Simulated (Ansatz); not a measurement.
# LiBe4: relaxed-ion elastic tensor

Level of theory: DFT PBE, scalar-relativistic, plane waves, PAW (Ansatz). Plane waves to 420 eV; Γ-centred k mesh 12×12×12; Gaussian smearing of 0.10 eV. No spin polarisation.

Equilibrium structure at this level:
```
Li Be
1.0
     1.82721    1.05494    3.73708
    -1.82721    1.05494    3.73708
     0.00000   -2.10988    3.73708
Li Be
1 4
Direct
  0.50000 0.50000 0.50000
  0.90625 0.90625 0.90625
  0.09375 0.09375 0.09375
  0.70117 0.70117 0.70117
  0.29883 0.29883 0.29883
```

The structure comes from a generated guess, relaxed at this level; another structure or a mixture of phases may lie lower. In a metal, frequencies and elastic constants depend on the k mesh and the smearing, soft modes and shear constants most.

**Question.** Give the relaxed-ion elastic constants (GPa, Voigt order xx yy zz yz xz xy, on the Cartesian axes of the cell above).

**Answer.**
C11 = 261.1, C12 = 26.3, C13 = -4.4, C14 = -51.6, C22 = 261.1, C23 = -4.4, C24 = 51.6, C33 = 279.8, C44 = 67.0, C55 = 67.0, C56 = -51.7, C66 = 117.4 GPa; the others vanish.

**Question.** Is the crystal stable against homogeneous strain?

**Answer.** Yes: the least eigenvalue of the tensor is 34.7 GPa.

**Question.** And the moduli of a polycrystal (Hill averages)?

**Answer.** B = 93 GPa, G = 83 GPa, E = 193 GPa, ν = 0.15.
